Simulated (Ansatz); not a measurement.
Au (Im-3m), two-dimensional strain map

The calculation used DFT PBEsol, scalar-relativistic, plane waves, PAW (Ansatz 0.2.0). Cutoff 420 eV, Γ-centred 20×20×20 k-points, Gaussian smearing of 0.15 eV. Spin–orbit coupling is left out, which can shift energies with elements as heavy as these. No spin polarisation. Energies are free energies at this smearing, counted from the undisturbed cell; pressure is positive in compression.

Reference structure (as given, not relaxed at this level; it stands at -9.4 GPa; this bcc form isn't the usual structure):

```
Au
1.0
    -1.65727    1.65727    1.65727
     1.65727   -1.65727    1.65727
     1.65727    1.65727   -1.65727
Au
1
Direct
  0.00000 0.00000 0.00000
```

The cell is strained by p along both x and y and by q along z, fractional coordinates fixed. Points are written (p, q). At -9 GPa the given cell is far from its own equilibrium, so these figures belong to a strongly strained crystal.

Energy above the undisturbed cell in meV/atom (a dash: not computed):

| p \ q | -0.030 | -0.015 | 0.000 | 0.015 | 0.030 |
| --- | --- | --- | --- | --- | --- |
| -0.030 | -30.6 | -35.8 | -36.6 | -33.5 | -26.9 |
| -0.015 | -36.6 | -33.1 | -25.6 | -14.8 | -1.0 |
| 0.000 | -25.9 | -14.6 | 0.0 | 17.5 | 37.5 |
| 0.015 | -1.2 | 17.1 | 37.9 | 61.1 | 86.4 |
| 0.030 | 35.0 | 59.4 | 85.8 | 114.0 | 143.8 |

Pressure in GPa:

```csv
p \ q,-0.030,-0.015,0.000,0.015,0.030
-0.030,4.8,1.8,-0.8,-3.2,-5.4
-0.015,-0.9,-3.3,-5.6,-7.6,-9.3
0.000,-5.5,-7.6,-9.4,-11.1,-12.5
0.015,-9.3,-11.0,-12.5,-13.8,-15.0
0.030,-12.4,-13.7,-14.9,-16.0,-16.9
```